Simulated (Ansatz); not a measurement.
Space group I4_1/amd:1 (No. 141). a = 3.818 Å, b = 3.818 Å, c = 9.776 Å, α = 90.00°, β = 90.00°, γ = 90.00°
```
atom site symmetry x y z
  Ti    4a      -4m2  0.0000  0.0000  0.0000
   O    8e      2mm.  0.0000  0.0000  0.2053
```

Equation of state of this TiO2 structure (not necessarily the ground state), with shape and atoms relaxed at each volume where symmetry leaves them free. Method: Ansatz, DFT PBE+U, scalar-relativistic, plane waves, PAW.

Settings: cutoff 420 eV, Γ-centred mesh 8×8×8 on the computed 6-atom cell, Gaussian smearing of 0.02 eV; U_eff Ti 4.00 eV on the d shells (Löwdin-orthogonalised atomic orbitals); no spin polarisation.

```json
{"V (Å³/atom)": "10.450", "E − E(largest V) (meV/atom)": "51.60", "P (GPa)": "25.71", "gap on mesh (eV)": "2.50"}
{"V (Å³/atom)": "10.806", "E − E(largest V) (meV/atom)": "2.72", "P (GPa)": "18.46", "gap on mesh (eV)": "2.58"}
{"V (Å³/atom)": "11.162", "E − E(largest V) (meV/atom)": "-30.53", "P (GPa)": "11.64", "gap on mesh (eV)": "2.64"}
{"V (Å³/atom)": "11.518", "E − E(largest V) (meV/atom)": "-49.51", "P (GPa)": "5.53", "gap on mesh (eV)": "2.66"}
{"V (Å³/atom)": "11.875", "E − E(largest V) (meV/atom)": "-55.52", "P (GPa)": "0.01", "gap on mesh (eV)": "2.64"}
{"V (Å³/atom)": "12.231", "E − E(largest V) (meV/atom)": "-50.06", "P (GPa)": "-4.86", "gap on mesh (eV)": "2.62"}
{"V (Å³/atom)": "12.587", "E − E(largest V) (meV/atom)": "-34.40", "P (GPa)": "-9.13", "gap on mesh (eV)": "2.58"}
{"V (Å³/atom)": "13.062", "E − E(largest V) (meV/atom)": "0.00", "P (GPa)": "-13.93", "gap on mesh (eV)": "2.52"}
```

Question: Fit a third-order Birch–Murnaghan equation to E(V).

Answer: V0 = 11.88 Å³/atom, B0 = 171 GPa, B0' = 2.8.